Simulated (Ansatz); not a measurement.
TlReF4, a known structure type with other elements, at an estimated volume

```
Tl Re F
1.0
     3.65687    0.00000    0.00000
     0.00000    3.65687    0.00000
     0.00000    0.00000    6.43459
Tl Re F
1 1 4
Direct
  0.50000 0.50000 0.50000
  0.00000 0.00000 0.00000
  0.50000 0.00000 0.00000
  0.00000 0.50000 0.00000
  0.00000 0.00000 0.27280
  0.00000 0.00000 0.72720
```

Method: PBE, spin-orbit coupling; PAW, plane waves to 420 eV, 5×5×3 Γ-centred mesh, fermi-dirac occupations (width 0.1 eV) (Ansatz 0.2.0), atoms fixed.

The state carries no moments; the state need not be the lowest.

Question: What happens at the Fermi level?

Answer: It is a metal, with about 4.4 states/eV a cell as the mean within 0.25 eV of the Fermi level, mostly Re d (49 %), Tl p (32 %) and F p (14 %).

Question: What does the stress say?

Answer: The pressure is 48.1 GPa (compression positive), so with the atoms held at these fractions the cell would first expand; the forces are large, so a full relaxation may end otherwise. The principal stresses 41.4, 41.4, 61.6 GPa differ, so its shape would change too.

Question: What is the formation energy?

Answer: -0.88 eV an atom against the elements' usual phases (free molecules for gases, crystals otherwise, with no correction for O₂ or N₂), so it is bound against them; other compounds may still compete. Relaxing would lower it.

Question: Which atom feels the largest force, and which way?

Answer: The largest is on F5 (and as large on other atoms): 8.15 eV/Å, components (0.00, 0.00, 8.15). It makes 180° with the line to a nearest neighbour, Re2 at 1.76 Å, pointing away from it.

Question: Give the Bader charges.

Answer: Bader charges in e: Tl +0.51, Re +2.29, F -0.70. In the mean Re gives up most and F takes most.

Origin: a known structure type with other elements, at an estimated volume, so it need not be a known compound. Caveats: correlation that this level lacks may open a gap in such a compound; the k mesh is coarse if the cell is a metal; atoms or cell far from equilibrium; the SCF threshold is loose for a stress.
